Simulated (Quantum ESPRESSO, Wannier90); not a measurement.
## SiRu (CsCl type), plane waves to Wannier functions

```
begin unit_cell_cart
ang
    2.9161200000    0.0000000000    0.0000000000
    0.0000000000    2.9161200000    0.0000000000
    0.0000000000    0.0000000000    2.9161200000
end unit_cell_cart
begin atoms_frac
Si   0.5000000000  0.5000000000  0.5000000000
Ru   0.0000000000  0.0000000000  0.0000000000
end atoms_frac
```

Structure: Materials Project mp-381, symmetrised, not relaxed again. Not found in the COD (Crystallography Open Database) copy used; not checked further. Level: PBEsol, spinors with spin-orbit coupling; pw.x of Quantum ESPRESSO at 68 Ry with PseudoDojo potentials, 8×8×8 k-points, Wannier90. Density: 10×10×10 mesh, cold smearing 0.01 Ry.

A tight-binding model is made by disentanglement and projection with no localisation steps (num_iter = 0), so the 26 orbitals stay atom-like: hydrogen-like Si: s;p; Ru: s;p;d, axes along x, y, z; frozen window up to 1.50 eV relative to the Fermi level. It follows pw.x to 3.5 meV rms for states up to 1.0 eV relative to the Fermi level. Matrix elements depend on this choice of orbitals and windows.

Problem. What are the on-site energies relative to the Fermi level, and how fast do the hoppings decay?

Solution. 
```json
[
 {"atom": "Si1", "orbitals": "s↑ s↓", "energy (eV)": "-1.90"},
 {"atom": "Si1", "orbitals": "pz↑ pz↓ px↑ px↓ py↑ py↓", "energy (eV)": "4.36"},
 {"atom": "Ru2", "orbitals": "s↑ s↓", "energy (eV)": "5.45"},
 {"atom": "Ru2", "orbitals": "pz↑ pz↓ px↑ px↓ py↑ py↓", "energy (eV)": "11.06"},
 {"atom": "Ru2", "orbitals": "dz2↑ dz2↓ dx2-y2↑ dx2-y2↓", "energy (eV)": "-1.91"},
 {"atom": "Ru2", "orbitals": "dxz↑ dxz↓ dyz↑ dyz↓ dxy↑ dxy↓", "energy (eV)": "-1.95"}
]
```

```
distance of the centres (Å)  largest modulus (eV)
---------------------------  --------------------
2–3                                           2.2
4–5                                          0.35
5–6                                          0.45
6–7                                         0.033
7–8                                          0.10
8–9                                         0.014
9–10                                        0.014
10–11                                      0.0086
```
